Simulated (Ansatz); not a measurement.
Al: an elastic constant from a strain scan

Theory: Ansatz, DFT LDA, scalar-relativistic, plane waves, PAW. Cutoff 420 eV, Γ-centred 20×20×20 k-points, Methfessel–Paxton smearing of 0.2 eV. No spin polarisation. Energies are free energies at this smearing, counted from the undisturbed cell; pressure is positive in compression.

Zero of the scan (as given, not relaxed at this level; it stands at 0.4 GPa; this bcc form isn't the usual structure):

```xyz
1
Lattice="-1.5912 1.5912 1.5912 1.5912 -1.5912 1.5912 1.5912 1.5912 -1.5912" Properties=species:S:1:pos:R:3 pbc="T T T"
Al    0.0000    0.0000    0.0000
```

The cell is strained by ε times the Voigt pattern (1, 1, 0, 0, 0, 0) (xx, yy, zz, yz, xz, xy; engineering shear) with fractional coordinates fixed. The cell holds 1 atom in V0 = 16.12 Å³. The stress column is τ = (1/V0) dE/dε, got from the stress tensor σ (compression positive) at each point as −det(1 + εP) σ : P(1 + εP)⁻¹, with P the pattern as a tensor.

| ε | ΔE (meV/atom) | τ (GPa) |
| --- | --- | --- |
| -0.0200 | 7.327 | -6.605 |
| -0.0150 | 4.401 | -5.049 |
| -0.0100 | 2.231 | -3.591 |
| -0.0050 | 0.776 | -2.213 |
| 0.0000 | 0.000 | -0.874 |
| 0.0050 | -0.106 | 0.462 |
| 0.0100 | 0.462 | 1.800 |
| 0.0150 | 1.699 | 3.114 |
| 0.0175 | 2.564 | 3.757 |
| 0.0200 | ? | ? |

**Question.** Which combination of elastic constants does this scan measure, and how large is it?

**Answer.** For small ε, τ = τ0 + Kε with K = pᵀCp, which for this pattern is 2(C11 + C12) in the cubic axes. The parabola through τ at ε = -0.0050, 0 and 0.0050 has slope K = 267 GPa at zero. The energies per cell, E = NΔE, of the same two points give K = 2[E(ε₊)/ε₊ − E(ε₋)/ε₋]/[(ε₊ − ε₋)V0] = 266 GPa, in agreement.

**Question.** Predict the withheld row at ε = 0.0200 from the harmonic law, and compare.

**Answer.** ΔE = V0(τ0 ε + Kε²/2)/N = 3.622 meV/atom and τ = 4.48 GPa. The calculation gives 3.586 meV/atom and 4.39 GPa, a miss of 1.0 % of the harmonic energy, so the harmonic law still holds here.

In a metal these slopes depend on the k mesh and the smearing.

Cost: 10 runs of about 0.51 core-minutes in all, on Arm Neoverse V2 (shared hosts).